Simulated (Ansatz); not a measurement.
An Ansatz (an electronic-structure program) run. Input:

Ansatz 0.2 input:
```yaml
crystal:
  lattice:
    - [0.0, 2.7321182695, 2.7321182695]
    - [2.7321182695, 0.0, 2.7321182695]
    - [2.7321182695, 2.7321182695, 0.0]
  atoms:
    - { symbol: Na, position: [0.0, 0.0, 0.0] }
    - { symbol: Cl, position: [0.5, 0.5, 0.5] }
kpoints:
  mp_grid: { grid: [9, 9, 9] }
hamiltonian:
  xc: lda
  pseudopotentials: { kind: paw }
scf:
  occupations: { method: fixed }
elastic: { mode: relaxed_ion, stencil: two_point, amplitude: 0.005, f_tol: 0.0005 }
```

Output (shortened):

```
Pseudopotential: Na, paw, valence charge 9
Pseudopotential: Cl, paw, valence charge 7
Functional definition: SPW92
Crystal: 2 atoms, lattice volume = 40.788 Å³
Basis set: ecut = 420 eV, 821 PW (Γ)
Bands: 12, of which v1, the nominal top of the filled ones, is band 8 counted from 1 (7 counted from 0)
Symmetry: 48 space group operations
Space group: Fm-3m (ITA 225), of the structure as read, at distance tolerance 3.4e-5 Å
k-points: 35 of 729
SCF iter   1: F=—  HF=-2514.342251 eV  |F-HF|=—  |Δ(HF+E_count)|=         —  Δρ=7.63e-3  dr2=1.60e-2  ethr=1.77e-3  ⟨swp⟩=4.9  Hψ=2128  notcnv=0  defer=58
preconditioner: auto → none
SCF iter   2: F=—  HF=-2514.332667 eV  |F-HF|=—  |Δ(HF+E_count)|=   9.58e-3  Δρ=2.76e-3  dr2=2.55e-3  ethr=9.98e-5  ⟨swp⟩=2.1  Hψ=1022  notcnv=0  defer=67
SCF iter   3: F=—  HF=-2514.331938 eV  |F-HF|=—  |Δ(HF+E_count)|=   7.30e-4  Δρ=9.56e-4  dr2=3.34e-4  ethr=1.59e-5  ⟨swp⟩=2.0  Hψ=606  notcnv=0  defer=67
SCF iter   4: F=—  HF=-2514.331817 eV  |F-HF|=—  |Δ(HF+E_count)|=   1.21e-4  Δρ=2.17e-4  dr2=1.71e-5  ethr=2.09e-6  ⟨swp⟩=2.0  Hψ=629  notcnv=0  defer=67
SCF iter   5: F=—  HF=-2514.331812 eV  |F-HF|=—  |Δ(HF+E_count)|=   4.54e-6  Δρ=7.81e-5  dr2=3.00e-6  ethr=1.07e-7  ⟨swp⟩=1.0  Hψ=420  notcnv=0
SCF iter   6: F=—  HF=-2514.331816 eV  |F-HF|=—  |Δ(HF+E_count)|=   3.60e-6  Δρ=9.78e-6  dr2=4.03e-8  ethr=1.88e-8  ⟨swp⟩=2.1  Hψ=501  notcnv=0
SCF iter   7: F=—  HF=-2514.331814 eV  |F-HF|=—  |Δ(HF+E_count)|=   1.44e-6  Δρ=1.08e-6  dr2=2.37e-10  ethr=2.52e-10  ⟨swp⟩=2.0  Hψ=548  notcnv=0
SCF iter   8: F=—  HF=-2514.331814 eV  |F-HF|=—  |Δ(HF+E_count)|=  6.18e-11  Δρ=1.31e-7  dr2=7.13e-12  ethr=1.48e-12  ⟨swp⟩=2.2  Hψ=663  notcnv=0
SCF iter   9: F=-2514.331814 eV  HF=-2514.331814 eV  |F-HF|=9.09e-13  |Δ(HF+E_count)|=  3.64e-12  Δρ=6.65e-9  dr2=2.11e-14  ethr=1.00e-12  ⟨swp⟩=3.0  Hψ=1658  notcnv=0
SCF 1 converged in 9 iterations: F = -2514.331814 eV  dr2 = 2.11e-14
Crystal: 2 atoms, lattice volume = 40.584 Å³
Basis set: ecut = 420 eV, 797 PW (Γ)
Symmetry: 16 space group operations
k-points: 75 of 729
iter 1 solved again at ethr=1.72e-7 eV; its pass at ethr=3.10e-3 eV (dr2=2.75e-5 eV) is discarded
SCF iter   1: F=—  HF=-2514.331604 eV  |F-HF|=—  |Δ(HF+E_count)|=         —  Δρ=2.62e-4  dr2=2.87e-5  ethr=1.72e-7  ⟨swp⟩=3.0  Hψ=5635  notcnv=0  defer=149
preconditioner: auto → none
SCF iter   2: F=—  HF=-2514.331591 eV  |F-HF|=—  |Δ(HF+E_count)|=   1.29e-5  Δρ=1.17e-4  dr2=4.02e-6  ethr=1.72e-7  ⟨swp⟩=2.9  Hψ=1665  notcnv=0  defer=57
SCF iter   3: F=—  HF=-2514.331588 eV  |F-HF|=—  |Δ(HF+E_count)|=   2.31e-6  Δρ=2.98e-5  dr2=3.13e-7  ethr=2.51e-8  ⟨swp⟩=2.0  Hψ=1195  notcnv=0  defer=2
SCF iter   4: F=—  HF=-2514.331589 eV  |F-HF|=—  |Δ(HF+E_count)|=   5.30e-7  Δρ=5.54e-6  dr2=1.20e-8  ethr=1.96e-9  ⟨swp⟩=2.1  Hψ=1114  notcnv=0  defer=1
SCF iter   5: F=—  HF=-2514.331589 eV  |F-HF|=—  |Δ(HF+E_count)|=   2.59e-9  Δρ=1.31e-6  dr2=3.58e-10  ethr=7.53e-11  ⟨swp⟩=2.0  Hψ=1135  notcnv=0  defer=1
SCF iter   6: F=—  HF=-2514.331589 eV  |F-HF|=—  |Δ(HF+E_count)|=  1.91e-11  Δρ=1.35e-7  dr2=2.80e-12  ethr=2.24e-12  ⟨swp⟩=3.0  Hψ=1560  notcnv=0  defer=1
SCF iter   7: F=-2514.331589 eV  HF=-2514.331589 eV  |F-HF|=4.55e-13  |Δ(HF+E_count)|=  1.36e-12  Δρ=1.54e-8  dr2=8.14e-14  ethr=1.00e-12  ⟨swp⟩=3.5  Hψ=3262  notcnv=0
SCF 2 converged in 7 iterations: F = -2514.331589 eV  dr2 = 8.14e-14
Crystal: 2 atoms, lattice volume = 40.992 Å³
Basis set: ecut = 420 eV, 837 PW (Γ)
iter 1 solved again at ethr=1.29e-9 eV; its pass at ethr=3.10e-3 eV (dr2=2.07e-7 eV) is discarded
SCF iter   1: F=—  HF=-2514.331581 eV  |F-HF|=—  |Δ(HF+E_count)|=         —  Δρ=1.50e-4  dr2=2.07e-7  ethr=1.29e-9  ⟨swp⟩=2.3  Hψ=5113  notcnv=0  defer=77
preconditioner: auto → none
SCF iter   2: F=—  HF=-2514.331591 eV  |F-HF|=—  |Δ(HF+E_count)|=   9.86e-6  Δρ=7.50e-5  dr2=4.89e-8  ethr=1.29e-9  ⟨swp⟩=1.0  Hψ=900  notcnv=0  defer=77
SCF iter   3: F=—  HF=-2514.331594 eV  |F-HF|=—  |Δ(HF+E_count)|=   3.28e-6  Δρ=4.71e-6  dr2=4.48e-9  ethr=3.05e-10  ⟨swp⟩=1.0  Hψ=900  notcnv=0  defer=77
SCF iter   4: F=—  HF=-2514.331594 eV  |F-HF|=—  |Δ(HF+E_count)|=   6.58e-9  Δρ=3.07e-7  dr2=1.06e-11  ethr=2.80e-11  ⟨swp⟩=2.0  Hψ=1182  notcnv=0  defer=77
SCF iter   5: F=—  HF=-2514.331594 eV  |F-HF|=—  |Δ(HF+E_count)|=  2.82e-11  Δρ=3.36e-8  dr2=1.21e-13  ethr=6.60e-14 (applied; sched 1.00e-12)  ⟨swp⟩=2.5  Hψ=1358  notcnv=0  defer=77
SCF iter   6: F=-2514.331594 eV  HF=-2514.331594 eV  |F-HF|=0.00e0  |Δ(HF+E_count)|=  4.55e-13  Δρ=4.47e-9  dr2=3.26e-15  ethr=1.00e-12  ⟨swp⟩=4.0  Hψ=2890  notcnv=0
SCF 3 converged in 6 iterations: F = -2514.331594 eV  dr2 = 3.26e-15
Crystal: 2 atoms, lattice volume = 40.787 Å³
Symmetry: 8 space group operations
k-points: 125 of 729
iter 1 solved again at ethr=8.47e-8 eV; its pass at ethr=3.10e-3 eV (dr2=1.36e-5 eV) is discarded
SCF iter   1: F=—  HF=-2514.331775 eV  |F-HF|=—  |Δ(HF+E_count)|=         —  Δρ=1.42e-4  dr2=2.70e-6  ethr=8.47e-8  ⟨swp⟩=3.0  Hψ=9475  notcnv=0  defer=248
preconditioner: auto → none
SCF iter   2: F=—  HF=-2514.331773 eV  |F-HF|=—  |Δ(HF+E_count)|=   2.14e-6  Δρ=7.06e-5  dr2=6.78e-7  ethr=1.69e-8  ⟨swp⟩=1.0  Hψ=1500  notcnv=0  defer=61
SCF iter   3: F=—  HF=-2514.331773 eV  |F-HF|=—  |Δ(HF+E_count)|=   6.05e-7  Δρ=8.96e-7  dr2=2.88e-10  ethr=4.24e-9  ⟨swp⟩=1.0  Hψ=1500  notcnv=0  defer=3
SCF iter   4: F=—  HF=-2514.331773 eV  |F-HF|=—  |Δ(HF+E_count)|=   1.37e-9  Δρ=5.16e-7  dr2=9.17e-11  ethr=1.80e-12  ⟨swp⟩=2.0  Hψ=2502  notcnv=0  defer=3
SCF iter   5: F=—  HF=-2514.331773 eV  |F-HF|=—  |Δ(HF+E_count)|=  4.09e-11  Δρ=8.97e-8  dr2=1.26e-12  ethr=5.73e-13 (applied; sched 1.00e-12)  ⟨swp⟩=2.0  Hψ=2375  notcnv=0  defer=3
SCF iter   6: F=-2514.331773 eV  HF=-2514.331773 eV  |F-HF|=4.55e-13  |Δ(HF+E_count)|=  4.55e-13  Δρ=1.67e-8  dr2=5.62e-14  ethr=1.00e-12  ⟨swp⟩=5.0  Hψ=4763  notcnv=0
SCF 4 converged in 6 iterations: F = -2514.331773 eV  dr2 = 5.62e-14
Crystal: 2 atoms, lattice volume = 40.787 Å³
iter 1 solved again at ethr=1.65e-12 eV; its pass at ethr=3.10e-3 eV (dr2=2.64e-10 eV) is discarded
SCF iter   1: F=—  HF=-2514.331773 eV  |F-HF|=—  |Δ(HF+E_count)|=         —  Δρ=1.30e-6  dr2=2.02e-10  ethr=1.65e-12  ⟨swp⟩=3.1  Hψ=9422  notcnv=0  defer=131
preconditioner: auto → none
SCF iter   2: F=—  HF=-2514.331773 eV  |F-HF|=—  |Δ(HF+E_count)|=  7.55e-11  Δρ=6.61e-7  dr2=5.07e-11  ethr=1.26e-12  ⟨swp⟩=1.0  Hψ=1500  notcnv=0  defer=131
SCF iter   3: F=—  HF=-2514.331773 eV  |F-HF|=—  |Δ(HF+E_count)|=  2.82e-11  Δρ=6.20e-8  dr2=1.97e-12  ethr=3.17e-13 (applied; sched 1.00e-12)  ⟨swp⟩=1.0  Hψ=1500  notcnv=0  defer=131
SCF iter   4: F=-2514.331773 eV  HF=-2514.331773 eV  |F-HF|=4.55e-13  |Δ(HF+E_count)|=    0.00e0  Δρ=7.15e-9  dr2=8.23e-15  ethr=1.00e-12  ⟨swp⟩=3.0  Hψ=5483  notcnv=0
SCF 5 converged in 4 iterations: F = -2514.331773 eV  dr2 = 8.23e-15
SCF converged after 9 iterations
Free energy (F): -2514.331814 eV
Harris-Foulkes:  -2514.331814 eV  (|F-HF|=9.09e-13)
Internal energy: -2514.331814 eV  (E = F + TS)
E sigma→0 (E₀):  -2514.331814 eV
Fermi energy:    1.633430 eV
--- Per-component energies (eV) ---
  E_band       = -224.952520
  E_kinetic    = 283.206692
  E_local      = -1483.001827  (includes V_loc(G=0)·N_el)
  E_nonlocal   = 146.951127
  E_hartree    = 519.322815
  E_xc         = -144.906293
  E_vxc        = -172.206744  (∫ρ·V_xc dr)
  E_paw        = -869.969694  (= ΣΔE_a)
  E_vpaw       = -38.547490  (= ΣTr[D̂ρ^β])
  E_aug_tail   = 0.000094  (compensation charges beyond the density's cutoff)
  E_ewald      = -966.266110
  E_core_change = 0.331382  (= ΣΔE_core)
  E_smearing   =  0.000000  (= −TS)
  E_closure    = 0.000000  (closes the sum)
  Σ components = -2514.331814   (vs F -2514.331814, Δ=0.00e0)
  [band-id]    e_kinetic+e_local+e_nonlocal+2·e_hartree+e_vxc+e_vpaw+e_augmentation_tail = -224.952519   (vs E_band -224.952520, Δ=1.82e-6)
--- Forces (eV/Å), atoms counted from 1 ---
  atom   1  Na     0.00000000     0.00000000     0.00000000
  atom   2  Cl     0.00000000     0.00000000     0.00000000
  max |Σ_I F_I| component: 0.0 eV/Å
--- Stress (GPa, compression-positive) ---
       -0.001714       0.000000       0.000000
        0.000000      -0.001714       0.000000
        0.000000       0.000000      -0.001714
  P = ⅓ Tr σ = -0.0017 GPa (-0.017 kbar)
--- Band table (eV; the first three rows and the last of 35) ---
  k-point 0: bands = ["-46.5140", "-19.0211", "-19.0211", "-19.0211", "-11.2121", "1.6334", "1.6334", "1.6334", "6.7074", "12.4625", "12.4625", "12.4625"]
  k-point 1: bands = ["-46.5138", "-19.0268", "-19.0214", "-19.0214", "-11.1613", "1.2638", "1.5918", "1.5918", "7.1573", "12.0165", "12.6397", "12.6397"]
  k-point 2: bands = ["-46.5133", "-19.0412", "-19.0224", "-19.0224", "-11.0291", "0.4952", "1.4898", "1.4898", "8.0483", "11.5267", "12.8457", "12.8457"]
  k-point 34: bands = ["-46.5120", "-19.0476", "-19.0414", "-19.0350", "-10.6759", "0.0197", "0.3199", "0.7912", "10.4834", "10.8947", "11.3299", "13.3703"]
--- Elastic constants: 2 strain directions × 2 members + reference (group order 48) ---
  dense FFT box of the reference and of every strained cell: 27×27×27
  strains applied: 11, 23; error gains: componentwise 1.00 (the most a stress slope's error grows in a printed constant), spectral 1.73 (1 for all six strains …
  C = ∂σ_k/∂η_j (tension-positive GPa; Voigt order 11 22 33 23 13 12):
        70.114     13.044     13.044      0.000      0.000      0.000
        13.044     70.114     13.044      0.000      0.000      0.000
        13.044     13.044     70.114      0.000      0.000      0.000
         0.000      0.000      0.000     12.909      0.000      0.000
         0.000      0.000      0.000      0.000     12.909      0.000
         0.000      0.000      0.000      0.000      0.000     12.909
  reference stress σ⁰ (GPa):      0.002      0.002      0.002      0.000      0.000      0.000
  C* (energy form; C + prestress term) asymmetry max|C*_kj − C*_jk| = 3.553e-15 GPa — a small one proves nothing (zero by symmetry where the batch's group is …
  moduli (Voigt/Reuss/Hill, GPa): K = 32.07/32.07/32.07   G = 19.16/16.53/17.84   E = 45.16   ν = 0.265
  mechanically stable: yes (min eigenvalue of sym C = 12.91 GPa)
  where every solve meets its electron count the energy-path curvature estimates C_jj along a normal strain and C_jj − ¼(σ⁰_aa + σ⁰_bb) along a shear (ab), of …
  strain η (Voigt 11):  stress-route row diagonal C_11 = 70.11 GPa, energy-path curvature d²(F+E_count+ΔE)/dδ²/Ω₀ = 70.09 GPa
         δ    σ_11 (GPa)             F (eV)   n_scf  n_hpsi   n_pw
    -5.000e-3      -0.3605       -2514.3315890       7   16468    817   relax 0 steps, max|allowed force component| 0.0 eV/Å
     5.000e-3       0.3406       -2514.3315939       6   13245    837   relax 0 steps, max|allowed force component| 0.0 eV/Å
  strain η (Voigt 23):  stress-route row diagonal C_44 = 12.91 GPa, energy-path curvature d²(F+E_count+ΔE)/dδ²/Ω₀ = 12.91 GPa
         δ    σ_23 (GPa)             F (eV)   n_scf  n_hpsi   n_pw
    -5.000e-3      -0.0645       -2514.3317734       6   23617    821   relax 0 steps, max|allowed force component| 0.0 eV/Å
     5.000e-3       0.0645       -2514.3317734       4   19407    821   relax 0 steps, max|allowed force component| 0.0 eV/Å
```

Cost: roughly 12 core-seconds on shared cores.

The LDA relaxation kept the symmetry of its start; phonons on a q-mesh show no instability.

Potentials: the later of the program's two PAW sets.

Ansatz is a plane-wave DFT program.
